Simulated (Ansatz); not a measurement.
Below is a relaxed structure of Mg₂ZnS₃. The cell was found from a structure generator's guess, not taken from experiment.

Level of theory: DFT PBE, scalar-relativistic, plane waves, PAW in Ansatz. Cutoff 420 eV, Γ-centred mesh, Gaussian smearing, no spin polarisation.

```cif
data_structure
_symmetry_space_group_name_H-M 'P 1'
_symmetry_Int_Tables_number 1
_cell_length_a 5.0147
_cell_length_b 5.0147
_cell_length_c 8.6569
_cell_angle_alpha 90.000
_cell_angle_beta 90.000
_cell_angle_gamma 120.000
_cell_volume 188.53
loop_
_atom_site_label
_atom_site_type_symbol
_atom_site_fract_x
_atom_site_fract_y
_atom_site_fract_z
_atom_site_occupancy
Mg1 Mg 0.00000 0.00000 0.44278 1
Mg2 Mg 0.00000 0.00000 0.09809 1
Zn1 Zn 0.00000 0.00000 0.74816 1
S1 S 0.58777 0.00000 0.92447 1
S2 S 0.00000 0.58777 0.92447 1
S3 S 0.41223 0.41223 0.92447 1
```

Formation energies are uncorrected and refer to the elements' standard structures at the same level.

(1) Find its symmetry and describe it.

(2) How far does it lie from the elements in energy?

(3) Is it a metal?

Results:

(1) P31m (No. 157). Conventional cell: a = 5.015 Å, c = 8.657 Å. Mg on its first site is surrounded by 1 Zn at 2.64 Å and 1 Mg at 2.98 Å; Mg on its second site is surrounded by 3 S at 2.56 Å, 1 Mg at 2.98 Å, 1 Zn at 3.03 Å and 3 S at 3.31 Å; Zn has 3 S at 2.57 Å, 1 Mg at 2.64 Å, 1 Mg at 3.03 Å and 3 S at 3.32 Å; S has 1 Mg at 2.56 Å, 1 Zn at 2.57 Å, 4 S at 2.62 Å, 1 Mg at 3.31 Å and 1 Zn at 3.32 Å.

(2) +0.21 eV/atom. A positive value: parting into the elements would lower its energy.

(3) Yes, bands cross the Fermi level on the 12×12×6 mesh.

The last run used a 12×12×6 mesh (in the run's order of axes) for its 6-atom cell and Gaussian smearing of 0.10 eV. The reference form of S is held partly by dispersion forces, which this level lacks. A structure relaxed within its symmetry needn't be a true minimum. Another cell of Mg2ZnS3 relaxed alike, in P-4m2, lies 1.15 eV/atom lower, so this cell isn't the stable form at this level.
